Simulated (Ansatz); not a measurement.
Here is the system:

TaS2:
```
TaS2
1.0
    1.63486     0.94389     5.91103
   -1.63486     0.94389     5.91103
    0.00000    -1.88777     5.91103
Ta S
1 2
Cartesian
  0.00000   0.00000   2.95522
  0.00000   0.00000  10.42194
  0.00000   0.00000   7.31727
```

This is the LDA-relaxed structure.

### Question
All from LDA in the plane-wave PAW code Ansatz, unless another level is named. Give the electronic character.

### Answer
metallic (no gap).

### Question
Next, the formation energy from the elements (no fitted shifts)?

### Answer
-1.15 eV/atom.

### Question
Give the density of states at the Fermi level.

### Answer
0.79 states/eV per atom (mean over ±0.08 eV).

Space group R3m. The first step of the workflow began from a Materials Project structure, measured or hypothetical; the Crystallography Open Database copy checked does not list it. It is not the phase usual at ambient conditions (space group No. 164). Symmetry was held in the LDA relaxation; whether a distortion lowers the energy is not shown. No spin polarisation was allowed. A crystal of weakly bound layers computed without a dispersion correction: the cell and the soft elastic constants depend strongly on that. With an odd number of electrons in the cell and no spin polarisation, the count alone makes it a metal. The references are the lowest solids computed at this level, not always the standard phases. Spin–orbit coupling is left out wherever it is not named.

Potentials: the later of the program's two PAW sets.
